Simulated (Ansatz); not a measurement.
Ga$_{2}$Pt (fluorite type, space group Fm-3m)

```
Ga2Pt
1.0
    0.00000     2.93463     2.93463
    2.93463     0.00000     2.93463
    2.93463     2.93463     0.00000
Ga Pt
2 1
Direct
  0.75000   0.75000   0.75000
  0.25000   0.25000   0.25000
  0.00000   0.00000   0.00000
```

The slice is a {110} plane (indices of the conventional cell) through the point (0.250, 0.250, 0.250) (fractional), spanned by u = [100] and v = [1 -1 -1] in vectors of this cell: u (4.15 Å) and v (5.87 Å, at 90° to u). It covers one period; positions are fractions (u, v).

All values below come from LDA (plane waves to 420 eV, PAW, scalar-relativistic; Ansatz, a first-principles code). k mesh 14×14×14. Near the nuclei the fields are pseudised (PAW); where an atom keeps semicore shells as valence, they peak there. Ga2Pt is run without spin polarisation. Ga2Pt was relaxed with its symmetry unable to fall. Spin-orbit coupling is left out, though Pt is heavy. This is a high-temperature form of Ga2Pt.

### Question
What is the valence density on the shortest Ga–Pt line in this plane (2.54 Å), at its minimum between the atoms?

### Answer
0.42 e/Å³.

### Question
What is the ELF at the density minimum of the shortest Ga–Pt line in this plane (2.54 Å)?

### Answer
0.4.

### Question
Sketch the electrostatic potential energy of an electron, from the cell's mean on this plane as a map.

### Answer
```
v \ u  0.00  0.09  0.17  0.26  0.35  0.43  0.52  0.61  0.70  0.78  0.87  0.96
-----  ----  ----  ----  ----  ----  ----  ----  ----  ----  ----  ----  ----
0.88      x     x  <2.0   6.8   9.3  10.1  10.3   9.9   8.4   4.5     x     x
0.75    6.9   7.4   8.6   9.6  10.2  10.5  10.5  10.4  10.0   9.1   8.0   7.0
0.62      x     x  <2.0   6.9   9.3  10.1  10.3   9.9   8.4   4.6     x     x
0.50      x     x     x   2.4   7.6   8.4   8.4   8.2   6.0     x     x     x
0.38      x     x  <2.0   2.5     x     x     x     x  <2.0   2.7     x     x
0.25    6.9   7.2   6.0     x     x     x     x     x     x   2.9   7.0   7.0
0.12      x     x  <2.0   2.5     x     x     x     x  <2.0   2.7     x     x
0.00      x     x     x   2.4   7.6   8.4   8.4   8.2   6.0     x     x     x
```

Values: electrostatic potential energy of an electron, from the cell's mean, in eV. Points within 1 Å of a nucleus are blanked (x), as the pseudised field means little there. Values under 2 eV are set to 2. The zero, the cell's mean, hangs on the PAW cores.
